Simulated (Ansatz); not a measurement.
# TiW (Cmmm): energy against the cell's spin moment

Geometry: a structure from the Materials Project; nothing is relaxed.

The runs share PBEsol, 15×15×9 k mesh, Fermi–Dirac smearing of 0.08 eV. PAW means Ansatz 0.2.0 on its default frozen-core files; LAPW is all-electron LAPW in Ansatz 0.2.0. Site moments are integrated in spheres about the atoms, whose radii differ between the methods.

The first input and its command:

```yaml
crystal:
  lattice:
    - [1.59372522, -2.2546343387, 0.0]
    - [1.59372522, 2.2546343387, 0.0]
    - [0.0, 0.0, 4.4681168022]
  atoms:
    - { symbol: Ti, position: [0.0, 0.0, 0.0], spin: 1.0 }
    - { symbol: W, position: [0.5, 0.5, 0.5], spin: 1.0 }
magnetization:
  spin_polarized: true
kpoints:
  mp_grid: { grid: [15, 15, 9] }
scf:
  occupations: { method: fermi_dirac, width: 0.08 }
  lower_state_search: "off"
hamiltonian:
  xc: pbesol
  pseudopotentials: { kind: paw }
output:
  forces: true
  stress: true
  eigenvalues: true
  populations: true
  dos: { projected: true, de: 0.1, e_range: [-8, 5] }
  write_density: true
  write_potential: true
  elf: true
  volumetric_format: npy
```

Command: `ansatz run input.yaml --threads 1 --pin off --max-ram 3072MiB --backend cpu --events-out ev --progress --plain --runs-dir out`

The input for «total moment held at 3.2 μB» by PAW differs from it in these lines, output keys apart:

```diff
-    - { symbol: Ti, position: [0.0, 0.0, 0.0], spin: 1.0 }
-    - { symbol: W, position: [0.5, 0.5, 0.5], spin: 1.0 }
+    - { symbol: Ti, position: [0.0, 0.0, 0.0], spin: 1.6 }
+    - { symbol: W, position: [0.5, 0.5, 0.5], spin: 1.6 }
+  initial_magnetization: 3.2
+  spin_locking: { lock_magnetization: hard }
```

The input for «total moment held at 0.8 μB» by LAPW differs from it in these lines, output keys apart:

```diff
-    - { symbol: Ti, position: [0.0, 0.0, 0.0], spin: 1.0 }
-    - { symbol: W, position: [0.5, 0.5, 0.5], spin: 1.0 }
+    - { symbol: Ti, position: [0.0, 0.0, 0.0], spin: 0.4 }
+    - { symbol: W, position: [0.5, 0.5, 0.5], spin: 0.4 }
+  initial_magnetization: 0.8
+  spin_locking: { lock_magnetization: hard }
-  pseudopotentials: { kind: paw }
+  pseudopotentials: { kind: all_electron, lapw: { basis_error: 0.001 } }
```

The total moment M of the cell is held by giving each spin its own Fermi level. Half their difference over μB is the field that would hold M, so μB·B = dF/dM. Energies count from each method's free run. The held moment starts spread evenly over Ti1, W2.

The free PAW run: The moments died out: the run ends unmagnetised.

```
M (μB/cell)  ΔF PAW (meV/cell)  ΔF LAPW (meV/cell)  B, PAW (T)  largest site moment, PAW (μB)  pressure, PAW (GPa)
       0.00                0.0                 0.0           –                           0.00                 -5.0
       0.40              +10.5               +10.5        +941                           0.24                 -4.9
       0.80              +46.2               +46.0       +2208                           0.47                 -4.4
       1.20             +116.7              +116.4           ?                           0.68                    ?
       1.80             +344.3                   –       +9600                           0.96                 -1.0
       2.40             +782.4                   –      +15345                           1.18                  2.0
       3.20            +1621.6                   –      +20723                           1.44                  7.3
```

Task: What belongs in the row "1.20", column "B, PAW (T)"?

Result: +4008.

Task: Give the missing entry: row "1.20", column "pressure, PAW (GPa)".

Result: -3.5.

Task: The unpolarised density of states at the Fermi level, averaged over the smearing, is 2.87 states/eV per cell. What Stoner enhancement follows from the smallest held moment?

Result: S = M/(μB·B·N) = 0.40/(0.0545 eV × 2.87/eV) ≈ 2.6, so I·N/2 ≈ 0.61; the Stoner criterion for ferromagnetism asks for 1. On this mesh S is a rough figure.

Separate runs put a uniform field on the spins (g = 2):

```csv
field (T),M PAW (μB/cell),M LAPW (μB/cell)
500,0.224,0.225
1000,0.422,0.423
```

The PAW files were made with PBE; the program remakes their cores once for the run's functional and then keeps them frozen. The Ansatz runs typed with the search for lower states off end where their start leads. Spin–orbit coupling is left out although heavy atoms are present. None of this fixes the real material's magnetic order: only patterns that fit the cell were computed, at zero temperature, with a functional that can overstate moments.
